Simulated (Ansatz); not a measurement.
Data:

MoPt:
Space group Pmma (No. 51); a = 4.4744 Å, b = 2.7297 Å, c = 4.9533 Å, α = 90.00°, β = 90.00°, γ = 90.00°

| atom | site | symmetry | x | y | z |
|---|---|---|---|---|---|
| Mo | 2e | mm2 | 0.2500 | 0.0000 | 0.1623 |
| Pt | 2f | mm2 | 0.2500 | 0.5000 | 0.6634 |

This is the r²SCAN-relaxed structure.

Task: All from r²SCAN (plane waves, PAW; program Ansatz), unless another level is named. Predict the highest zone-centre frequency.

Result: 223 cm^-1.

Task: And the bulk modulus (Birch–Murnaghan fit)?

Result: 294 GPa.

The first step of the workflow began from a Materials Project structure, measured or hypothetical; the Crystallography Open Database copy checked does not list it. With Mo and Pt taken as one species the cell has the higher symmetry P6_3/mmc, so it may be an ordered model of a mixed-site phase. Whether it is the stable phase at ambient conditions was not checked. Symmetry was held in the r²SCAN relaxation; of distortions, only those at the zone centre were tested. The run is not spin-polarised. As this level gives no gap, phonon frequencies hold no LO–TO term and depend on the k-mesh and smearing (Fermi–Dirac, 0.1 eV here). Axis ratios of metals converge slowly with the k-mesh, so a and c are less sure than the volume. Spin–orbit coupling is left out wherever it is not named.

Potentials: the later of the program's two PAW sets.
